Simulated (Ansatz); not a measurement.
TaGeO3 in space group P4mm (No. 99; Ta on 1b, Ge on 1a, O on 2c, O on 1b) under volume change, the program Ansatz at the PBEsol level (PAW), shape and atoms relaxed at each volume.

```csv
V (Å³/atom),E − E(relaxed) (meV/atom),P (GPa)
11.790,67.4,19.75
12.178,28.7,12.40
12.567,6.8,5.76
12.956,0.0,0.00
13.344,6.1,-4.91
13.733,23.2,-9.07
14.122,49.6,-12.56
```

Task: What does a third-order Birch–Murnaghan fit give for V₀, B₀ and B′?

Result: V₀ = 12.96 Å³/atom, B₀ = 174 GPa, B′ = 3.9.

The start of the workflow was typed in or built on a structure type; neither database checked (COD, Materials Project) lists it. Whether it is the stable phase at ambient conditions was not checked. The PBEsol relaxation kept the symmetry of its start. At this level the phase is dynamically unstable (imaginary phonons). No spin polarisation was allowed. Scalar-relativistic: spin–orbit coupling is off unless named, which matters more the heavier the elements.

Potentials: the later of the program's two PAW sets.
